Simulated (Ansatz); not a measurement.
Data:

TiAl:
```cif
data_AlTi
_chemical_formula_sum 'Ti1 Al1'
_space_group_name_H-M_alt 'P 1'
_space_group_IT_number 1
_cell_length_a 3.17171
_cell_length_b 3.17171
_cell_length_c 3.17171
_cell_angle_alpha 90.000
_cell_angle_beta 90.000
_cell_angle_gamma 90.000
loop_
_space_group_symop_operation_xyz
  'x, y, z'
loop_
_atom_site_label
_atom_site_type_symbol
_atom_site_fract_x
_atom_site_fract_y
_atom_site_fract_z
_atom_site_occupancy
Ti1 Ti 0.00000 0.00000 0.00000 1
Al1 Al 0.50000 0.50000 0.50000 1
```

This is the r²SCAN-relaxed structure.

Question: All from r²SCAN in the plane-wave PAW code Ansatz, unless another level is named. Give the bulk modulus (Birch–Murnaghan fit).

Answer: 1200 kbar.

Question: What about the highest zone-centre frequency?

Answer: 330 cm⁻¹.

Space group Pm-3m (CsCl type). The workflow started from a Materials Project entry (that database holds measured and hypothetical structures alike); the Crystallography Open Database copy checked does not list it. With Ti and Al taken as one species the cell has the higher symmetry Im-3m, so it may be an ordered model of a mixed-site phase. It is not the phase usual at ambient conditions (space group No. 123). The cell was relaxed with r²SCAN under the symmetry of its start. At this level the phase is mechanically unstable. No spin polarisation was allowed. As this level gives no gap, phonon frequencies hold no LO–TO term and depend on the k-mesh and smearing (Fermi–Dirac, 0.1 eV here).

Potentials: the earlier of the program's two PAW sets.
